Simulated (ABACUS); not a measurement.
Consider a self-consistent single point of MoSeS (P-1, 6 atoms in the cell; from Materials Project mp-1221404, changed as shown).

```
CELL_PARAMETERS angstrom
      3.39983     0.00000     0.00000
     -1.66659     2.88661     0.00000
      0.00000     0.00000    13.95498
ATOMIC_POSITIONS crystal
  Mo 0.00000 0.00000 0.25915
  Mo 0.00000 0.00000 0.74085
  Se 0.66667 0.33333 0.86489
  Se 0.33333 0.66667 0.13511
  S  0.33333 0.66667 0.37059
  S  0.66667 0.33333 0.62941
```

All values come from this method and carry its errors: LDA (PW92), PseudoDojo 0.4 standard norm-conserving LDA (tails mended) pseudopotentials (plane waves; ABACUS 3.10.1).

ABACUS settings:

```
key                                                                   value
---------------  ----------------------------------------------------------
KPT                                                       Gamma 8 8 1 0 0 0
basis_type                                                               pw
dft_functional                                                        PWLDA
ecutwfc                                                               86 Ry
smearing_method                                                    gaussian
smearing_sigma                                                0.00367493 Ry
potentials       PseudoDojo 0.4 standard norm-conserving LDA (tails mended)
symmetry                                                                  1
symmetry_prec                                                         1e-05
ks_solver                                                      dav_subspace
scf_nmax                                                                100
scf_thr                                                          1.0e-09 Ry
mixing_type                                                         broyden
mixing_beta                                                             0.4
```

Results:

```
Item                                                       Value
------------------------------------------------  --------------
Number of valence electrons                                   72
Number of bands                                               46
Number of k-points after the program's reduction              34
Number of plane waves (most at a k-point)                  12483
Number of SCF iterations                                      11
FFT grid                                           40 × 40 × 160
Free energy E − TS                                -11030.6980 eV
Pressure                                              -13.73 GPa
Largest force (vector length)                         1.476 eV/Å
```

Forces (eV/Å):
| atom | Fx | Fy | Fz |
|---|---|---|---|
| Mo1 | -0.022 | -0.049 | 0.002 |
| Mo2 | 0.022 | 0.049 | -0.002 |
| Se3 | -0.010 | -0.023 | -1.476 |
| Se4 | 0.010 | 0.023 | 1.476 |
| S5 | 0.011 | 0.025 | -1.474 |
| S6 | -0.011 | -0.025 | 1.474 |

Stress (GPa, positive for compression):
```
-15.36   -0.60    0.00
 -0.60  -13.31    0.00
  0.00    0.00  -12.53
```

For comparison: a first run was changed to give this one (lattice vector a scaled by 1.02), and from it to this one the free energy goes up by 39.7 meV/atom, the pressure goes from -12.35 to -13.73 GPa and the largest force goes from 1.348 to 1.476 eV/Å.

Forces above 1 eV/Å remain at this geometry. The structure comes from a collection of computed structures, made at another level of theory; the collection holds predicted forms beside known ones. Its lattice was then scaled.

Cost on one core: very roughly 6 core-minutes.

“Tails mended”: in these copies of the files the far tail of each local potential was reset to the Coulomb form.
